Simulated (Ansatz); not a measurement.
Starting cell, CuAu (CuAu type, space group P4/mmm):

```
CuAu
1.0
    2.88152     0.00000     0.00000
    0.00000     2.88152     0.00000
    0.00000     0.00000     7.22951
Cu Au
2 2
Direct
  0.50000   0.50000   0.25000
  0.50000   0.50000   0.75000
  0.00000   0.00000   0.00000
  0.00000   0.00000   0.50000
```

The atoms are displaced by Q × the pattern below (from a DFPT mode at Z = (0.0, 0.0, 0.5), largest move 1; Q in Å), at fixed cell. It is one choice among 2 degenerate patterns. (q is in reciprocal vectors of the primitive cell; the cell shown is doubled to hold the pattern.)

```
atom      x       y      z
----  -----  ------  -----
Au3   0.000   1.000  0.000
Au4   0.000  -1.000  0.000
```

Atoms not listed stay in place.

The numbers are results of PBE (plane waves to 420 eV, PAW, scalar-relativistic; Ansatz, a first-principles code), not measurements. k mesh 16×16×7 (Γ-centred), Fermi-Dirac smearing 0.05 eV. With partly filled bands, energies and forces of such displacements shift with the k mesh and the smearing. CuAu is run without spin polarisation. CuAu was relaxed with its symmetry unable to fall. Spin-orbit coupling is left out, though Au is heavy. 

```
Q (Å)   −dE/dQ from forces (eV/Å)
------  -------------------------
-0.180                      1.146
-0.150                      0.955
-0.120                      0.765
-0.090                      0.574
-0.060                      0.382
-0.030                      0.191
0.000                       0.000
0.030                      -0.191
0.060                      -0.382
0.090                      -0.574
0.120                      -0.765
0.150                      -0.955
0.180                      -1.146
```

**Question.** What harmonic wavenumber does the curvature at Q = 0 give?

**Answer.** 66 cm⁻¹. E″ = 6.37 eV/Å², M = Σ mᵢ|uᵢ|² = 393.9 u, ν̃ = 521.5·√(|E″|/M).

(For displaced atoms, the force is minus the slope of the energy, and its curvature is a force constant, which sets phonon frequencies.)
